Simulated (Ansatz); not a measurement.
Ansatz (a first-principles code) input:

Ansatz 0.2 input:
```yaml
crystal:
  lattice:
    - [2.7536543533, 0.0, 0.0]
    - [0.0, 4.633967826, 0.0]
    - [0.0, 0.0, 4.8479814744]
  atoms:
    - { symbol: Ti, position: [0.0, 0.5, 0.1629240282] }
    - { symbol: Al, position: [0.5, 0.5, 0.6637579509] }
    - { symbol: Al, position: [0.5, 0.0, 0.3327784162] }
    - { symbol: Al, position: [0.0, 0.0, 0.8405396046] }
kpoints:
  mp_grid: { grid: [15, 9, 9] }
hamiltonian:
  xc: lda
  pseudopotentials: { kind: paw }
scf:
  occupations: { method: fermi_dirac, width: 0.1 }
phonons:
  method: dfpt
  response_accuracy: low
  eigenvectors: true
  rigid_motions: translations
```

Output (shortened):

```
Pseudopotential: Ti, paw, valence charge 12
Pseudopotential: Al, paw, valence charge 3
Functional definition: SPW92
Crystal: 4 atoms, lattice volume = 61.862 Å³
Basis set: ecut = 420 eV, 1195 PW (Γ), exchange–correlation on 40×64×72 points (8 copies of the dense FFT grid, shifted against one another)
Bands: 15, of which v1, the nominal top of the filled ones, is band 11 counted from 1 (10 counted from 0)
Symmetry: 4 space group operations
k-points: 200 of 1215 (time reversal used)
SCF iter   1: F=—  HF=-3989.989958 eV  |F-HF|=—  |Δ(HF+E_count)|=         —  Δρ=4.95e-3  dr2=1.75e-2  ethr=1.77e-3  ⟨swp⟩=5.5  Hψ=17471  notcnv=0
preconditioner: auto → none
SCF iter   2: F=—  HF=-3989.987183 eV  |F-HF|=—  |Δ(HF+E_count)|=   2.78e-3  Δρ=3.08e-3  dr2=7.95e-3  ethr=8.35e-5  ⟨swp⟩=1.0  Hψ=4600  notcnv=0
SCF iter   3: F=—  HF=-3989.985176 eV  |F-HF|=—  |Δ(HF+E_count)|=   2.01e-3  Δρ=2.11e-4  dr2=2.49e-5  ethr=3.79e-5  ⟨swp⟩=2.2  Hψ=4044  notcnv=0
SCF iter   4: F=—  HF=-3989.985171 eV  |F-HF|=—  |Δ(HF+E_count)|=   5.10e-6  Δρ=7.07e-5  dr2=1.01e-5  ethr=1.18e-7  ⟨swp⟩=2.0  Hψ=4425  notcnv=0
SCF iter   5: F=—  HF=-3989.985165 eV  |F-HF|=—  |Δ(HF+E_count)|=   5.26e-6  Δρ=3.12e-5  dr2=1.29e-6  ethr=4.80e-8  ⟨swp⟩=2.0  Hψ=4102  notcnv=0
SCF iter   6: F=—  HF=-3989.985165 eV  |F-HF|=—  |Δ(HF+E_count)|=   9.32e-7  Δρ=8.84e-6  dr2=6.72e-8  ethr=6.13e-9  ⟨swp⟩=2.3  Hψ=3952  notcnv=0
SCF iter   7: F=—  HF=-3989.985165 eV  |F-HF|=—  |Δ(HF+E_count)|=   2.04e-8  Δρ=1.60e-6  dr2=1.42e-9  ethr=3.20e-10  ⟨swp⟩=2.4  Hψ=4439  notcnv=0
SCF iter   8: F=—  HF=-3989.985165 eV  |F-HF|=—  |Δ(HF+E_count)|=  4.18e-11  Δρ=6.04e-7  dr2=7.28e-10  ethr=6.78e-12  ⟨swp⟩=2.2  Hψ=4973  notcnv=0
SCF iter  10: F=-3989.985165 eV  HF=-3989.985165 eV  |F-HF|=4.55e-13  |Δ(HF+E_count)|=  2.27e-12  Δρ=3.34e-8  dr2=6.29e-13  ethr=1.00e-12  ⟨swp⟩=4.1  Hψ=10080  notcnv=0
the search or the solves at the SCF's close seem to have found levels that the self-consistency loop had missed (the run counts 1) …
SCF 1 converged in 10 iterations: F = -3989.985165 eV  dr2 = 6.29e-13
DFPT response loops at Γ: preconditioner auto → Kerker (q_TF=auto, 2.279 Å⁻¹) (partly filled bands, converged f_vac=0.000) …
phonon interpolation: 4 periodic images of 2 blocks of the force constants (a block to an ordered pair of atoms and a translation) lie up to 7.03e-3 Å farther …
SCF converged after 10 iterations
Free energy (F): -3989.985165 eV
Harris-Foulkes:  -3989.985165 eV  (|F-HF|=4.55e-13)
Internal energy: -3989.899704 eV  (E = F + TS)
E sigma→0 (E₀):  -3989.942434 eV
Entropy (-TS):   -0.085461 eV (-21.365 meV/atom)
Fermi energy:    9.705786 eV
--- Per-component energies (eV) ---
  E_band       = -146.826042
  E_kinetic    = 345.865772
  E_local      = -1282.480300  (includes V_loc(G=0)·N_el)
  E_nonlocal   = 46.287938
  E_hartree    = 570.274063
  E_xc         = -216.658042
  E_vxc        = -212.057075  (∫ρ·V_xc dr)
  E_paw        = -2329.929441  (= ΣΔE_a)
  E_vpaw       = -184.990578  (= ΣTr[D̂ρ^β])
  E_aug_tail   = 0.000093  (compensation charges beyond the density's cutoff)
  E_ewald      = -1123.752887
  E_core_change = 0.493100  (= ΣΔE_core)
  E_smearing   = -0.085461  (= −TS)
  E_closure    =  0.000000  (closes the sum)
  Σ components = -3989.985165   (vs F -3989.985165, Δ=0.00e0)
  [band-id]    e_kinetic+e_local+e_nonlocal+2·e_hartree+e_vxc+e_vpaw+e_augmentation_tail = -146.826023   (vs E_band -146.826042, Δ=1.95e-5)
--- Band table (eV; the first three rows and the last of 200) ---
  k-point 0: bands = ["-46.0627", "-22.7119", "-22.7090", "-22.2764", "-0.6669", "4.4201", "5.7714", "6.1092", "6.9933", "8.8090", "9.2297", "12.2681", "12.3453", "12.4258", "12.5176"]
  k-point 1: bands = ["-46.0627", "-22.7122", "-22.7090", "-22.2764", "-0.5898", "3.9653", "5.8711", "6.1144", "7.4696", "8.7850", "9.1807", "11.9814", "12.2569", "12.3467", "12.4433"]
  k-point 2: bands = ["-46.0627", "-22.7131", "-22.7090", "-22.2765", "-0.3627", "3.1127", "6.1282", "6.1366", "8.3011", "8.7244", "9.0078", "11.6159", "12.2290", "12.2850", "12.3503"]
  k-point 199: bands = ["-45.9838", "-22.8660", "-22.6386", "-22.6383", "5.3047", "5.8033", "6.1753", "6.6865", "7.1553", "7.4598", "8.8715", "9.8736", "10.7953", "11.8805", "12.1980"]
--- Phonons (Γ-DFPT): 12 representative perturbations + reference, on 200 of 1215 k-points (Σ response iterations 33) ---
  ASR residual: 1.060e-3 → 0.000e0 eV/Å²; symmetrization residual: 1.026e-4 eV/Å²
  ASR residual per site (eV/Å²): 1.06e-3 8.40e-5 1.12e-4 3.03e-5
  Γ frequencies (cm⁻¹): 0.00 0.00 0.00 127.19 170.06 185.88 199.57 251.23 262.07 318.05 335.56 336.65
  non-analytic LO–TO correction: not included (Born effective charges unavailable; polar crystals: no LO–TO splitting at Γ)
```

Cost: around 2.6 core-minutes (rough) on shared cores.

Space group Pmm2. The workflow started from a Materials Project entry (that database holds measured and hypothetical structures alike); the Crystallography Open Database copy checked does not list it. With Ti and Al taken as one species the cell has the higher symmetry P6_3/mmc, so it may be an ordered model of a mixed-site phase. Whether it is the stable phase at ambient conditions was not checked. The cell was relaxed with LDA under the symmetry of its start; its stability against distortions is not shown here. The run is not spin-polarised. As this level gives no gap, phonon frequencies hold no LO–TO term and depend on the k-mesh and smearing (Fermi–Dirac, 0.1 eV here).

Potentials: the later of the program's two PAW sets.

Ansatz is a plane-wave DFT program.
